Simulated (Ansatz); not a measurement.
Ti$_{3}$Al:
```yaml
crystal:
  lattice:
    - [5.75610, 0.00000, 0.00000]
    - [-2.87805, 4.98493, 0.00000]
    - [0.00000, 0.00000, 4.65379]
  atoms:
    - { symbol: Al, position: [0.33333, 0.66667, 0.25000] }
    - { symbol: Al, position: [0.66667, 0.33333, 0.75000] }
    - { symbol: Ti, position: [0.83029, 0.66057, 0.25000] }
    - { symbol: Ti, position: [0.16971, 0.83029, 0.75000] }
    - { symbol: Ti, position: [0.33943, 0.16971, 0.25000] }
    - { symbol: Ti, position: [0.16971, 0.33943, 0.75000] }
    - { symbol: Ti, position: [0.83029, 0.16971, 0.25000] }
    - { symbol: Ti, position: [0.66057, 0.83029, 0.75000] }
```

Relaxed with PBE.

Give the Bader charges and basin volumes of the independent atoms, DFT-PBE in the program Ansatz with PAW potentials.



| atom | Bader charge (e) | Bader volume (Å³) |
|---|---|---|
| Al1 | -1.13 | 21.2 |
| Ti3 | +0.38 | 15.2 |

Space group P6_3/mmc. The PBE relaxation kept the symmetry of its start. The run is not spin-polarised.

Potentials: the later of the program's two PAW sets.
